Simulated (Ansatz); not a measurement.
input.yaml

```yaml
crystal:
  lattice:
    - [0.0, 6.2539627981, 6.2539627981]
    - [6.2539627981, 0.0, 6.2539627981]
    - [6.2539627981, 6.2539627981, 0.0]
  atoms:
    - { symbol: K, position: [0.5, 0.5, 0.5] }
    - { symbol: Cs, position: [0.75, 0.75, 0.75] }
    - { symbol: Cs, position: [0.25, 0.25, 0.25] }
    - { symbol: As, position: [0.0, 0.0, 0.0] }
    - { symbol: I, position: [0.7687553759, 0.2312446241, 0.2312446241] }
    - { symbol: I, position: [0.2312446241, 0.2312446241, 0.7687553759] }
    - { symbol: I, position: [0.2312446241, 0.7687553759, 0.7687553759] }
    - { symbol: I, position: [0.2312446241, 0.7687553759, 0.2312446241] }
    - { symbol: I, position: [0.7687553759, 0.2312446241, 0.7687553759] }
    - { symbol: I, position: [0.7687553759, 0.7687553759, 0.2312446241] }
basis:
  ecutwfc: 500
kpoints:
  mp_grid: { grid: [4, 4, 4] }
hamiltonian:
  xc: r2scan
scf:
  occupations: { method: gaussian, width: 0.02 }
output:
  forces: true
  stress: true
  eigenvalues: true
relax:
  adjacent_minimum: "off"
  f_tol: 0.01
  max_steps: 30
```

Run as
```bash
ansatz run input.yaml --threads 2 --pin off --max-ram 5120MiB --backend cpu --events-out ev --progress --plain --runs-dir out
```

Computed with DFT r2SCAN, scalar-relativistic, plane waves, PAW in Ansatz 0.2.0.

Abridged output (final results; tables in files aren't shown):

```
SCF 4 converged in 2 iterations: F = -62958.202318 eV  dr2 = 3.83e-8
SCF converged after 2 iterations
Free energy (F): -62958.202318 eV
Harris-Foulkes:  -62958.202318 eV  (|F-HF|=2.16e-8)
Internal energy: -62958.202318 eV  (E = F + TS)
E sigma→0 (E₀):  -62958.202318 eV
Fermi energy:    3.914287 eV
--- Per-component energies (eV) ---
  E_band       = -3152.728846
  E_kinetic    = 1767.575663
  E_local      = -18896.789637  (includes V_loc(G=0)·N_el)
  E_nonlocal   = -1142.649316
  E_hartree    = 9415.609339
  E_xc         = -1256.585945
  E_vxc        = -1382.781126  (∫ρ·V_xc dr)
  E_paw        = -41853.568661  (= ΣΔE_a)
  E_vpaw       = -2408.731911  (= ΣTr[D̂ρ^β])
  E_aug_tail   = -0.000170  (compensation charges beyond the density's cutoff)
  E_vtau       = 79.425023  (kinetic-family band-sum trace: ∫τ·v_τ [+ j·A + Jᵃ·Aᵃ] dr)
  E_ewald      = -10990.678076
  E_core_change = -1.115516  (= ΣΔE_core)
  E_smearing   =  0.000000  (= −TS)
--- Forces (eV/Å), atoms counted from 1 ---
  atom   1  K      0.00000000     0.00000000     0.00000000
  atom   2  Cs     0.00000000     0.00000000     0.00000000
  atom   3  Cs     0.00000000     0.00000000     0.00000000
  atom   4  As     0.00000000     0.00000000     0.00000000
  atom   5  I     -0.00598129     0.00000000     0.00000000
  atom   6  I      0.00000000     0.00000000    -0.00598129
  atom   7  I      0.00598129     0.00000000     0.00000000
  atom   8  I      0.00000000    -0.00598129     0.00000000
  atom   9  I      0.00000000     0.00598129     0.00000000
  atom  10  I      0.00000000     0.00000000     0.00598129
--- Stress (GPa, compression-positive) ---
       -0.349081       0.000000       0.000000
        0.000000      -0.349081       0.000000
        0.000000       0.000000      -0.349081
  P = ⅓ Tr σ = -0.3491 GPa (-3.491 kbar)
--- Band table (eV; the first three rows and the last of 8) ---
  k-point 0: bands = ["-41.6937", "-41.6932", "-41.6932", "-41.6932", "-41.6931", "-41.6931", "-41.6470", "-41.6470", "-41.6470", "-41.6466", "-41.6466", "-41.6466", "-41.6464", "-41.6464", "-41.6464", "-41.6460", "-41.6460", "-41.6460", "-41.5223", "-41.5222", "-41.5222", "-41.5222", "-41.5221", "-41.5221", "-41.5214", "-41.5214", "-41.5212", "-41.5212", "-41.5212", "-41.5209", "-34.0472", "-34.0472", "-34.0438", "-34.0438", "-34.0438", "-27.5772", "-18.5030", "-18.5020", "-10.3744", "-10.3744", "-10.3744", "-9.9425", "-8.6496", "-8.6496", "-8.6496", "-8.4495", "-8.4495", "-6.6846", "-4.9508", "-4.9508", "-4.9508", "-4.9324", "-4.9324", "-4.9324", "-0.6024", "-0.6024", "-0.6024", "1.0396",  ...
  k-point 1: bands = ["-41.6937", "-41.6932", "-41.6932", "-41.6932", "-41.6931", "-41.6931", "-41.6470", "-41.6470", "-41.6470", "-41.6466", "-41.6466", "-41.6466", "-41.6464", "-41.6464", "-41.6464", "-41.6460", "-41.6460", "-41.6460", "-41.5223", "-41.5222", "-41.5222", "-41.5222", "-41.5221", "-41.5221", "-41.5214", "-41.5214", "-41.5213", "-41.5213", "-41.5212", "-41.5209", "-34.0472", "-34.0472", "-34.0438", "-34.0438", "-34.0438", "-27.5772", "-18.5029", "-18.5021", "-10.3914", "-10.3733", "-10.3733", "-9.9000", "-8.7080", "-8.6671", "-8.6671", "-8.4347", "-8.4347", "-6.6421", "-4.9450", "-4.9450", "-4.9361", "-4.9316", "-4.9316", "-4.9225", "-0.7001", "-0.5621", "-0.5621", "1.0471",  ...
  k-point 2: bands = ["-41.6937", "-41.6932", "-41.6932", "-41.6932", "-41.6931", "-41.6931", "-41.6470", "-41.6470", "-41.6470", "-41.6466", "-41.6466", "-41.6466", "-41.6464", "-41.6464", "-41.6464", "-41.6460", "-41.6460", "-41.6460", "-41.5223", "-41.5222", "-41.5222", "-41.5222", "-41.5221", "-41.5221", "-41.5214", "-41.5214", "-41.5213", "-41.5213", "-41.5212", "-41.5209", "-34.0472", "-34.0472", "-34.0438", "-34.0438", "-34.0438", "-27.5772", "-18.5025", "-18.5025", "-10.4065", "-10.3721", "-10.3721", "-9.8569", "-8.7672", "-8.6826", "-8.6826", "-8.4218", "-8.4218", "-6.6010", "-4.9358", "-4.9358", "-4.9340", "-4.9340", "-4.9201", "-4.9137", "-0.7895", "-0.5189", "-0.5189", "1.0692",  ...
  k-point 7: bands = ["-41.6937", "-41.6932", "-41.6932", "-41.6932", "-41.6931", "-41.6931", "-41.6470", "-41.6470", "-41.6470", "-41.6466", "-41.6466", "-41.6466", "-41.6464", "-41.6464", "-41.6464", "-41.6460", "-41.6460", "-41.6460", "-41.5223", "-41.5222", "-41.5222", "-41.5222", "-41.5221", "-41.5221", "-41.5214", "-41.5214", "-41.5212", "-41.5212", "-41.5212", "-41.5209", "-34.0472", "-34.0472", "-34.0438", "-34.0438", "-34.0438", "-27.5772", "-18.5025", "-18.5025", "-10.3845", "-10.3749", "-10.3749", "-9.8934", "-8.7220", "-8.6559", "-8.6559", "-8.5003", "-8.4295", "-6.6048", "-4.9292", "-4.9292", "-4.9251", "-4.9243", "-4.9238", "-4.9167", "-0.6226", "-0.5222", "-0.5222", "1.0892",  ...
--- Relaxed structure (3 steps of the walk, 3 accepted, 0 SCFs on fresh bases) ---
  F+E_penalty+E_count = -62958.20231839 eV   max|allowed force component| = 5.929e-3 eV/Å
  atoms:
    - { symbol: K, position: [0.5, 0.5, 0.5] }
    - { symbol: Cs, position: [0.75000000, 0.75000000, 0.75000000] }
    - { symbol: Cs, position: [0.25, 0.25, 0.25] }
    - { symbol: As, position: [0.0, 0.0, 0.0] }
    - { symbol: I, position: [0.76992894, 0.23007105, 0.23007105] }
    - { symbol: I, position: [0.23007105, 0.23007105, 0.76992894] }
    - { symbol: I, position: [0.23007105, 0.76992894, 0.76992894] }
    - { symbol: I, position: [0.23007105, 0.76992894, 0.23007105] }
    - { symbol: I, position: [0.76992894, 0.23007105, 0.76992894] }
    - { symbol: I, position: [0.76992894, 0.76992894, 0.23007105] }
```

The relaxation met its thresholds.

The run took 95 s on 2 threads of Arm Neoverse V1, on a shared host, peak memory 2.6 GiB.